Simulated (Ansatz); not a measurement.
GaP:
```xyz
2
Lattice="0.0000 2.5594 2.5594 2.5594 0.0000 2.5594 2.5594 2.5594 0.0000" Properties=species:S:1:pos:R:3 pbc="T T T"
Ga     0.0000     0.0000     0.0000
P      2.5594     2.5594     2.5594
```

Relaxed with r²SCAN. Special points in fractions of this cell's reciprocal vectors: Γ (0.000, 0.000, 0.000); X (0.500, 0.000, 0.500); U (0.625, 0.250, 0.625); K (0.375, 0.375, 0.750); L (0.500, 0.500, 0.500); W (0.500, 0.250, 0.750).

List the band energies nearest the Fermi level at these points for plane-wave PAW r²SCAN (Ansatz code).

In eV from the Fermi level; about four levels below and three above (degenerate sets whole), none deeper than 8.9 eV; points with the same levels are listed once.

```
k                    below                above
-  -----------------------  -------------------
Γ        -0.06 -0.06 -0.06  2.19 7.45 7.45 7.45
X  -6.23 -3.08 -2.91 -2.91     3.69 11.87 11.87
U  -6.38 -5.56 -2.16 -0.07      6.33 7.68 10.35
L                    -8.25  0.14 0.14 3.19 3.19
W        -5.95 -4.95 -4.95  2.83 4.96 8.02 8.02
```

Space group Fm-3m (rock salt). The start of the workflow was typed in or built on a structure type; neither database checked (COD, Materials Project) lists it. It is not the phase usual at ambient conditions (space group No. 216). The cell was relaxed with r²SCAN under the symmetry of its start; its stability against distortions is not shown here. Spin–orbit coupling is left out wherever it is not named.

Potentials: the earlier of the program's two PAW sets.
